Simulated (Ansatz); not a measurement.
# SiC with Sc replacing Si: gradients before and after relaxing the atoms

Start: a supercell of SiC (zinc blende type, F-43m) built from a COD entry, with all atoms left at the host's positions.

```cif
data_ScSi26C27
_symmetry_space_group_name_H-M 'F-43m'
_symmetry_Int_Tables_number 216
_cell_length_a 13.0740
_cell_length_b 13.0740
_cell_length_c 13.0740
_cell_angle_alpha 90.000
_cell_angle_beta 90.000
_cell_angle_gamma 90.000
loop_
_atom_site_label
_atom_site_type_symbol
_atom_site_symmetry_multiplicity
_atom_site_Wyckoff_symbol
_atom_site_fract_x
_atom_site_fract_y
_atom_site_fract_z
Sc Sc 4 a 0.0000 0.0000 0.0000
Si2 Si 48 h 0.1667 0.0000 0.1667
Si5 Si 16 e 0.3333 0.8333 0.1667
Si9 Si 16 e 0.6667 0.6667 0.3333
Si15 Si 24 f 0.5000 0.6667 0.5000
C28 C 16 e 0.0833 0.9167 0.0833
C29 C 24 g 0.2500 0.9167 0.2500
C33 C 48 h 0.5833 0.7500 0.4167
C41 C 16 e 0.4167 0.5833 0.4167
C54 C 4 c 0.7500 0.2500 0.7500
```

One atom of each set is listed; the run and its k-mesh use a cell of 54 atoms with edges of 9.24, 9.24, 9.24 Å.

Computed with Ansatz: DFT, PBE, plane waves and PAW, scalar-relativistic, 420 eV cutoff, Γ-centred 3×3×3 k-points, Fermi–Dirac smearing 0.01 eV, cell charge -1.

The largest force at the start is 6.0 eV/Å. Relaxing the ions at fixed cell moves them by 0.190 Å at most (atom 28, C) and 0.053 Å rms.

```
site  moved (Å)              first shell before               first shell after  V_zz before (10²¹ V/m²)  η before
  Sc      0.000                   4 C at 1.89 Å                   4 C at 2.08 Å                     0.00         –
 Si2      0.020                   4 C at 1.89 Å              4 C at 1.83–1.90 Å                     0.40      0.84
 Si5      0.006                   4 C at 1.89 Å                   4 C at 1.89 Å                     0.18      0.00
 Si9      0.002                   4 C at 1.89 Å                   4 C at 1.89 Å                     0.12      0.00
Si15      0.004                   4 C at 1.89 Å                   4 C at 1.89 Å                    -0.12      0.68
 C28      0.190  1 Sc at 1.89 Å, 3 Si at 1.89 Å  3 Si at 1.83 Å, 1 Sc at 2.08 Å                    -2.36      0.00
 C29      0.007                  4 Si at 1.89 Å             4 Si at 1.87–1.89 Å                    -0.24      0.28
 C33      0.002                  4 Si at 1.89 Å             4 Si at 1.89–1.90 Å                     0.11      0.83
```

(1) What are V_zz and η after the relaxation?

Results:

(1) 

| site | V_zz after | η after | change of V_zz |
| --- | --- | --- | --- |
| Sc | 0.00 | – | 0.00 |
| Si2 | 1.32 | 0.73 | +0.92 |
| Si5 | 0.28 | 0.00 | +0.10 |
| Si9 | 0.10 | 0.00 | -0.02 |
| Si15 | -0.20 | 0.74 | -0.08 |
| C28 | -2.29 | 0.00 | +0.07 |
| C29 | -0.67 | 0.14 | -0.43 |
| C33 | 0.031 | 0.54 | -0.08 |

The largest change of V_zz is on Si2, from 0.40 to 1.32. In per cent, |V_zz| changes by -3 on C (all sites that start above 0.5). Other sites with |V_zz| of 0.02 or less aren't listed.

The defect repeats with the cell of 54 atoms, so it feels its images: sites between two images don't show the values beside a lone defect, and zeros or small values of η there can come from the images' arrangement. A uniform background compensates the cell's charge. The cell keeps the host's lattice, where the PBE pressure is 6 GPa (in a charged cell this depends on the convention for the mean potential).
Before: The neighbours have not yet relaxed around the defect (largest force 6.0 eV/Å), so the values at and beside it are those of a strained start, not of the defect in a real crystal.
After: The relaxation keeps the site symmetry -43m of the start, so the impurity can't leave its site; a start off the site could end lower.
